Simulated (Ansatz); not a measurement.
Mn3Sn in space group P4mm (No. 99; Mn on 2c, Mn on 1b, Sn on 1a), plane-wave PAW PBE (Ansatz code), all energies at zero smearing, with the estimated change up to a 700 eV cutoff added, with one set of potentials and settings (totals compare only within such a set). Cell of 8 atoms (6 Mn, 2 Sn): -35440.338 eV.

| element | reference phase | E (eV/atom) |
|---|---|---|
| Mn | I-43m, 29 atoms in the cell, spin-polarised | -3898.8617 |
| Sn | Fd-3m, 2 atoms in the cell | -6024.2128 |

Formation energy per atom, worked out: (-35440.338 − 6×(-3898.8617) − 2×(-6024.2128))/8 = 0.157 eV/atom (15 kJ per mol of atoms), at 0 K, without zero-point energy or fitted corrections.

A made-up cell: these elements were put on the sites of a structure type; neither database checked (COD, Materials Project) lists it. COD files the formula under space group No. 194, so this cell is another polymorph or a model. Its standing as an ambient phase is unchecked. The cell was relaxed with PBE under the symmetry of its start, as lowered by the spin order; its stability against distortions is not shown here. Magnetic state: antiferromagnetic, chosen from 4 collinear starts compared on coarse meshes (ties went to the first, and starts can fall back to one state), not a proven ground state. The program gave a warning on the electronic state, which may not be the lowest. The references are the lowest solids computed at this level, not always the standard phases. Scalar-relativistic: spin–orbit coupling is off unless named, which matters more the heavier the elements.

Potentials: the later of the program's two PAW sets.
